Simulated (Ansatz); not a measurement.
Relaxed-ion elastic tensor of Mg₂H₆Os in space group Fm-3m (No. 225; Mg on 8c, H on 24e, Os on 4a) in GPa (Voigt order), r²SCAN (plane waves, PAW; program Ansatz); density 5.55 g/cm³, 8.15 Å³ per atom.

|  | 1 | 2 | 3 | 4 | 5 | 6 |
|---|---|---|---|---|---|---|
| 1 | 164 | 43.4 | 43.4 | 0.0 | 0.0 | 0.0 |
| 2 | 43.4 | 164 | 43.4 | 0.0 | 0.0 | 0.0 |
| 3 | 43.4 | 43.4 | 164 | 0.0 | 0.0 | 0.0 |
| 4 | 0.0 | 0.0 | 0.0 | 57.6 | 0.0 | 0.0 |
| 5 | 0.0 | 0.0 | 0.0 | 0.0 | 57.6 | 0.0 |
| 6 | 0.0 | 0.0 | 0.0 | 0.0 | 0.0 | 57.6 |

Problem. Is the crystal mechanically stable?

Solution. Yes: the smallest eigenvalue of C is 57.6 GPa.

Problem. Work out the Voigt, Reuss and Hill averages.

Solution. K_V = 83.7, K_R = 83.7, K_H = 83.7; G_V = 58.8, G_R = 58.7, G_H = 58.8 GPa.

Problem. Give Young's modulus, Poisson's ratio, Pugh's ratio and the universal anisotropy index.

Solution. E = 9KG/(3K + G) = 143 GPa; ν = 0.22; K/G = 1.43 (brittle by the Pugh limit of 1.75); A_U = 5G_V/G_R + K_V/K_R − 6 = 0.00.

Problem. Estimate the sound speeds and the Debye temperature.

Solution. v_l = √((K + 4G/3)/ρ) = 5410 m/s, v_t = √(G/ρ) = 3250 m/s, mean 3600 m/s; Θ = (h/k)(3n/4πV)^(1/3) v_m = 533 K.

Problem. Give the Zener ratio and Young's modulus along [100], [110] and [111].

Solution. A = 2C44/(C11 − C12) = 0.95; 1/E = S11 − 2(S11 − S12 − S44/2)Γ with Γ = 0, 1/4, 1/3 gives 146, 142, 141 GPa.

Problem. Solve the Christoffel equation for the three sound speeds along [100], [110], [111].

Solution. Eigenvalues of C_ijkl n_j n_l equal ρv². In km/s, slowest first: [100] 3.22, 3.22, 5.44; [110] 3.22, 3.30, 5.40; [111] 3.28, 3.28, 5.38.

The first step of the workflow began from a Materials Project structure, measured or hypothetical; the Crystallography Open Database copy checked does not list it. Whether it is the stable phase at ambient conditions was not checked. The r²SCAN relaxation kept the symmetry of its start. At this level the phase is dynamically unstable (imaginary phonons). No spin polarisation was allowed. Scalar-relativistic: spin–orbit coupling is off unless named, which matters more the heavier the elements.

Potentials: the later of the program's two PAW sets.
